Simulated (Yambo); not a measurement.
Absorption of a free-standing SnS2 monolayer (symmetry P-3m1, slab cell 15.9 Å high) with and without the electron-hole interaction (Yambo, PBE bands; 18×18×1 mesh, 5 valence and 4 conduction bands, static screening with 52 bands and a 3 Ry block, scissor 1.56 eV, Tamm-Dancoff, stochastic integration of W near q = 0; field along x).

```csv
E (eV),"Im α, BSE (Å)","Im α, independent quasiparticles (Å)"
1.45,0.08,0.03
1.55,0.08,0.04
1.65,0.09,0.04
1.75,0.10,0.04
1.85,0.11,0.04
1.95,0.12,0.04
2.05,0.13,0.05
2.15,0.15,0.05
2.25,0.17,0.05
2.35,0.19,0.06
2.45,0.23,0.06
2.55,0.29,0.06
2.65,0.41,0.07
2.75,0.67,0.07
2.85,0.88,0.08
2.95,1.12,0.09
3.05,1.19,0.10
3.15,1.17,0.11
3.25,1.48,0.13
3.35,2.53,0.17
3.45,4.35,0.23
3.55,5.01,0.33
3.65,4.15,0.43
3.75,5.45,0.53
3.85,6.68,0.64
3.95,5.43,0.68
4.05,6.14,0.87
4.15,6.92,1.07
4.25,10.6,1.04
4.35,16.3,1.35
4.45,11.4,1.80
4.55,6.20,1.94
4.65,5.64,2.58
4.75,6.18,2.73
4.85,4.56,2.63
4.95,3.49,2.72
5.05,3.92,2.92
5.15,4.28,3.00
5.25,5.90,3.88
5.35,8.83,5.29
5.45,8.60,6.43
5.55,9.59,8.26
5.65,5.46,9.19
5.75,3.38,6.90
5.85,2.64,5.41
5.95,2.65,4.41
6.05,2.63,4.76
6.15,3.04,4.86
6.25,3.18,5.67
6.35,2.93,5.04
6.45,3.38,5.49
6.55,3.57,6.28
6.65,3.42,8.03
6.75,3.26,7.26
6.85,2.78,8.57
6.95,3.21,6.79
7.05,3.95,5.32
7.15,3.25,5.10
7.25,2.17,4.99
7.35,1.68,5.18
7.45,1.32,5.40
7.55,1.22,4.99
7.65,1.42,4.56
7.75,1.44,3.62
7.85,1.28,3.50
7.95,1.11,4.49
8.05,1.02,5.04
8.15,0.93,4.62
8.25,0.79,4.46
8.35,0.77,4.11
```

The scissor comes from a G0W0 run whose convergence isn't established. Broadening 0.1 eV. The band window holds all transitions up to 8.5 eV. Fine structure above the onset can come from the mesh.

Spin-orbit splittings are left out.

Geometry relaxed with PBE+D3(BJ); primitive cell a = b = 3.665 Å, c = 15.900 Å, α = β = 90.00°, γ = 120.00°.

The potentials are those of PseudoDojo's stringent table.
